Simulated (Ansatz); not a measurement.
## Cancellation of cutoff errors in BaAlGe

Theory: DFT PBEsol, scalar-relativistic, plane waves, PAW in Ansatz.

```yaml
crystal:
  lattice:
    - [4.35262, 0.00000, 0.00000]
    - [-2.17631, 3.76948, 0.00000]
    - [0.00000, 0.00000, 5.22777]
  atoms:
    - { symbol: Ba, position: [0.00000, 0.00000, 0.00000] }
    - { symbol: Al, position: [0.66667, 0.33333, 0.50000] }
    - { symbol: Ge, position: [0.33333, 0.66667, 0.50000] }
```

- Γ-centred k-mesh: 12×12×8
- occupation rule: Gaussian smearing, 0.1 eV
- spin treatment: unpolarised

A second cell has all atoms moved and the lattice slightly strained:

```yaml
crystal:
  lattice:
    - [4.35656, -0.00872, 0.00861]
    - [-2.18584, 3.76812, -0.04348]
    - [0.01034, -0.05433, 5.19052]
  atoms:
    - { symbol: Ba, position: [0.01943, 0.02769, 0.98502] }
    - { symbol: Al, position: [0.68982, 0.33794, 0.51520] }
    - { symbol: Ge, position: [0.35741, 0.69601, 0.54414] }
```

It ran on a 8×8×6 mesh, another than the first cell's, which shifts the difference by nearly the same amount at every cutoff. Both were run at several values of the cutoff; energies per atom at zero smearing, errors against the largest value (420 eV), which isn't proved converged itself.

| cutoff | error, first cell (meV) | error, second cell (meV) |
| --- | --- | --- |
| 250 eV | 484.01 | 481.66 |
| 300 eV | 59.48 | 59.77 |
| 350 eV | 5.41 | 5.46 |

Task: At the largest value the second cell lies 38.99 meV/atom above the first. What is the error of that difference at each value, and where does each quantity come within 1 meV/atom?

Result: The error of the difference is the second cell's error less the first's:
| cutoff | difference (meV) | its error (meV) |
| --- | --- | --- |
| 250 eV | 36.64 | -2.35 |
| 300 eV | 39.28 | 0.29 |
| 350 eV | 39.04 | 0.05 |

No value below the largest brings the first cell's total energy within 1 meV/atom, while the difference is there from 300 eV on. Most of the error cancels, by a factor of about 204 in the median. A missing short wave mostly misdescribes the region near each nucleus, which both cells share; what doesn't cancel comes largely from the change of volume and bonding.

1 further run of this set isn't shown.